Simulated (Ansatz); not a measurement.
# Data sheet: Li₂ZnCl₄ (DFT)

Li$_{2}$ZnCl$_{4}$:
```xyz
14
Lattice="0.0000 5.1585 5.1585 5.1585 0.0000 5.1585 5.1585 5.1585 0.0000" Properties=species:S:1:pos:R:3 pbc="T T T"
Li     3.8689     3.8689     6.4481
Li     3.8689     6.4481     3.8689
Li     6.4481     6.4481     6.4481
Li     6.4481     3.8689     3.8689
Zn     0.0000     0.0000     0.0000
Zn     2.5793     2.5793     2.5793
Cl     3.8993     6.4177     6.4177
Cl     6.4785     6.4785     8.9970
Cl     6.4177     3.8993     6.4177
Cl     8.9970     8.9970     8.9970
Cl     3.8993     3.8993     3.8993
Cl     6.4785     8.9970     6.4785
Cl     6.4177     6.4177     3.8993
Cl     8.9970     6.4785     6.4785
```

Space group Fd-3m (No. 227), spinel; conventional cell a = b = c = 10.3170 Å, α = β = γ = 90.00°.

Method: the program Ansatz at the r²SCAN level (PAW). Structure relaxed to zero pressure with the same functional. Other levels are named where they apply.

### Cell and energy

- Volume per atom: 19.61 Å³
- Density: 2.67 g/cm³
- Formation energy from the elements (no fitted shifts): -1.72 eV/atom

### Electronic structure

* **Band gap**: 4.96 eV (direct)
* **Valence-band maximum**: at Γ
* **Conduction-band minimum**: at Γ
* **Electron effective mass**: 0.43 mₑ (isotropic)
* **Hole effective mass, band 1 of 3 at the edge**: 1.8 along [100], 5.4 along [111] (mₑ)
* **Hole effective mass, band 2 of 3 at the edge**: 1.8 along [100], 1.8 along [110], 5.4 along [111] (mₑ)
* **Hole effective mass, band 3 of 3 at the edge**: 0.62 along [100], 0.46 along [110], 0.42 along [111] (mₑ)
* **HSE06 gap on the r²SCAN cell**: 5.82 eV

### Mechanics

- Bulk modulus (Birch–Murnaghan fit): 35.9 GPa
- Pressure derivative B′: 4.9

### Charges

- Bader charges = Li +0.91, Zn +1.20, Cl -0.76 e

The first step of the workflow began from a Materials Project structure, measured or hypothetical; the Crystallography Open Database files this formula in space group No. 227, but the cells were not matched. Its standing as an ambient phase is unchecked. The r²SCAN relaxation kept the symmetry of its start; whether a distortion lowers the energy is not shown. The references are the lowest solids computed at this level, not always the standard phases (solids in place of the gases).

Potentials: the later of the program's two PAW sets.
